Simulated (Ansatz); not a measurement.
C:
Space group Ia-3 (No. 206); a = b = c = 4.4691 Å, α = β = γ = 90.00°

| atom | site | symmetry | x | y | z |
|---|---|---|---|---|---|
| C | 16c | .3. | 0.0935 | 0.0935 | 0.0935 |
(The calculation used a cell of 8 atoms; values per cell refer to that cell.)

Relaxed with r²SCAN. Independent-particle spectrum: no excitons, no local fields, no scissors shift; 0.1 eV broadening; ε₁ of the summed bands alone.

Question: Tabulate the dielectric function from the program Ansatz at the r²SCAN level (PAW).

Answer: 

```tsv
E (eV)	ε₁ xx	ε₂ xx
0.0	6.64	0.00
0.3	6.65	0.00
0.6	6.67	0.00
0.9	6.70	0.00
1.2	6.74	0.00
1.5	6.79	0.00
1.8	6.86	0.00
2.1	6.95	0.00
2.4	7.06	0.00
2.7	7.22	0.02
3.0	7.33	0.09
3.3	7.46	0.12
3.6	7.62	0.14
3.9	7.81	0.16
4.2	8.03	0.20
4.5	8.28	0.24
4.8	8.57	0.29
5.1	8.92	0.33
5.4	9.36	0.38
5.7	9.92	0.43
6.0	10.71	0.51
6.3	11.74	0.96
6.6	12.97	1.43
6.9	14.92	4.04
7.2	14.14	5.35
7.5	15.36	7.28
7.8	13.11	10.70
8.1	11.56	11.54
8.4	10.67	12.35
8.7	8.59	12.83
9.0	8.02	12.24
9.3	8.19	13.27
9.6	7.16	15.27
9.9	4.68	16.42
10.2	0.85	17.31
10.5	-1.26	14.62
10.8	-2.97	13.56
11.1	-3.52	11.60
11.4	-3.71	10.35
11.7	-4.01	8.98
12.0	-3.80	8.26
```

Question: From ε at 3.3 eV (xx: 7.46 + 0.12i), find n, k, the normal reflectivity and the absorption coefficient.

Answer: n = 2.73, k = 0.022, R = 22 %, α = 2kE/ħc = 7400 cm⁻¹.

With all bands, ε∞ without local fields is 6.84.

The start of the workflow was typed in or built on a structure type; neither database checked (COD, Materials Project) lists it. It is not the phase usual at ambient conditions (space group No. 194, 227). Symmetry was held in the r²SCAN relaxation; whether a distortion lowers the energy is not shown.

Potentials: the later of the program's two PAW sets.
